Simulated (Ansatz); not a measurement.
# LiSi₂: a bulk modulus from differences

It was reached by relaxing an invented guess, and it needn't be the stable form of this composition.

Computed with Ansatz, DFT PBE, scalar-relativistic, plane waves, PAW. The final run on the 6-atom cell used 420 eV, a Γ-centred 12×12×6 mesh, 0.10 eV smearing and no spin polarisation.

```yaml
crystal:
  lattice:
    - [1.90216, -4.05823, 0.00000]
    - [1.90216, 4.05823, 0.00000]
    - [0.00000, 0.00000, 5.94311]
  atoms:
    - { symbol: Li, position: [0.95830, 0.04170, 0.75000] }
    - { symbol: Li, position: [0.04170, 0.95830, 0.25000] }
    - { symbol: Si, position: [0.65887, 0.34113, 0.54471] }
    - { symbol: Si, position: [0.34113, 0.65887, 0.04471] }
    - { symbol: Si, position: [0.65887, 0.34113, 0.95529] }
    - { symbol: Si, position: [0.34113, 0.65887, 0.45529] }
```

The cell was set to several volumes, with shape and atoms relaxed at each where symmetry leaves them free. Pressure is positive in compression, and energies count from the lowest row. No row has a gap on its mesh.

```
row  V (Å³/atom)  P (GPa)  ΔE (meV/atom)
  1       13.457    10.82           54.8
  2       13.916        ?              ?
  3       14.375     4.47           12.1
  4       14.834     2.04            2.9
  5       15.292     0.03            0.0
  6       15.751    -1.59            2.4
  7       16.210    -2.56            8.4
  8       16.822    -2.94           19.1
```

Question: Find B = −V·ΔP/ΔV from rows 4 and 6 and from rows 1 and 3, and from the two its slope B′ and its value B0 at zero pressure.

Answer: Rows 4 and 6 give −(14.834 + 15.751)/2 × (-1.59 − (2.04))/(15.751 − 14.834) = 60.5 GPa at a mean pressure of 0.22 GPa. Rows 1 and 3 give −(13.457 + 14.375)/2 × (4.47 − (10.82))/(14.375 − 13.457) = 96.3 GPa at a mean pressure of 7.64 GPa. So B′ = (96.3 − 60.5)/(7.64 − (0.22)) = 4.82 and B0 = 60.5 − 4.82 × (0.22) = 59.4 GPa. A third-order Birch–Murnaghan fit to all the energies gives B0 = 53.9 GPa and B′ = 7.7.

Question: Estimate the pressure and energy of row 2.

Answer: From row 5, V0 = 15.292 × (1 + (0.03)/59.4) = 15.300 Å³/atom. Murnaghan's form P = (B0/B′)·[(V0/V)^B′ − 1] gives (59.4/4.82) × [(15.300/13.916)^4.82 − 1] = 7.14 GPa; the computed pressure is 7.39 GPa, so the estimate is off by -0.25 GPa. The work of compression from row 3, with the mean of the two pressures, gives ΔE = 12.1 + (7.14 + 4.47)/2 × (14.375 − 13.916)/160.2 × 1000 = 28.7 meV/atom (1 eV/Å³ = 160.2 GPa); the computed value is 28.9 meV/atom.

All volumes keep the k mesh of the relaxed cell. A later test with randomly moved atoms came back to the same energy, though modes that don't fit the test's cell weren't probed.
